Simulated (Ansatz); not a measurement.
Crystals of one structure type (zinc blende) and one family of elements, relaxed and computed with PBE in the plane-wave PAW code Ansatz.

```json
[
 {"crystal": "BN", "V (Å³/atom)": "5.95", "B₀ by P(V) fit (GPa)": "371"},
 {"crystal": "AlN", "V (Å³/atom)": "10.67", "B₀ by P(V) fit (GPa)": "193"},
 {"crystal": "BP", "V (Å³/atom)": "11.76", "B₀ by P(V) fit (GPa)": "?"},
 {"crystal": "GaN", "V (Å³/atom)": "11.77", "B₀ by P(V) fit (GPa)": "171"},
 {"crystal": "BAs", "V (Å³/atom)": "13.90", "B₀ by P(V) fit (GPa)": "131"},
 {"crystal": "GaAs", "V (Å³/atom)": "23.70", "B₀ by P(V) fit (GPa)": "60.2"},
 {"crystal": "InP", "V (Å³/atom)": "26.46", "B₀ by P(V) fit (GPa)": "59.2"}
]
```

Q: Fit a straight line to ln B₀ against ln V and predict the withheld value.

A: Least squares on the 6 shown rows: ln B₀ = -1.29 × ln V + (8.269), with a scatter of 5 %. For BP this gives 162. The run itself gave 162, within the scatter.

All cells were relaxed under the symmetry of their starts (and spin orders); stability against distortions was not tested throughout. Scalar-relativistic: spin–orbit coupling is off unless named, which matters more the heavier the elements.

Potentials: the earlier of the program's two PAW sets.
